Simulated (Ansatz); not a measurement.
GaNi$_{3}$N (anti-perovskite, Pm-3m) under volume change, the program Ansatz at the PBE level (PAW), scaled uniformly.

```json
[
 {"V (Å³/atom)": "9.864", "E − E(relaxed) (meV/atom)": "63.4", "P (GPa)": "22.81"},
 {"V (Å³/atom)": "10.189", "E − E(relaxed) (meV/atom)": "…", "P (GPa)": "…"},
 {"V (Å³/atom)": "10.514", "E − E(relaxed) (meV/atom)": "6.2", "P (GPa)": "6.32"},
 {"V (Å³/atom)": "10.839", "E − E(relaxed) (meV/atom)": "0.0", "P (GPa)": "-0.03"},
 {"V (Å³/atom)": "11.164", "E − E(relaxed) (meV/atom)": "…", "P (GPa)": "…"},
 {"V (Å³/atom)": "11.490", "E − E(relaxed) (meV/atom)": "21.2", "P (GPa)": "-9.85"},
 {"V (Å³/atom)": "11.815", "E − E(relaxed) (meV/atom)": "45.2", "P (GPa)": "-13.61"}
]
```

Task: Complete the blanks.

Result: 
- 10.189, E − E(relaxed) (meV/atom): 26.5
- 10.189, P (GPa): 13.86
- 11.164, E − E(relaxed) (meV/atom): 5.6
- 11.164, P (GPa): -5.37

Task: What does a third-order Birch–Murnaghan fit give for V₀, B₀ and B′?

Result: V₀ = 10.84 Å³/atom, B₀ = 194 GPa, B′ = 4.8.

The cell is a constructed one: a structure type filled with these elements; neither database checked (COD, Materials Project) lists it. Its standing as an ambient phase is unchecked. The cell was relaxed with PBE under the symmetry of its start; its stability against distortions is not shown here. The workflow began spin-polarised and lost its moments.

Potentials: the later of the program's two PAW sets.
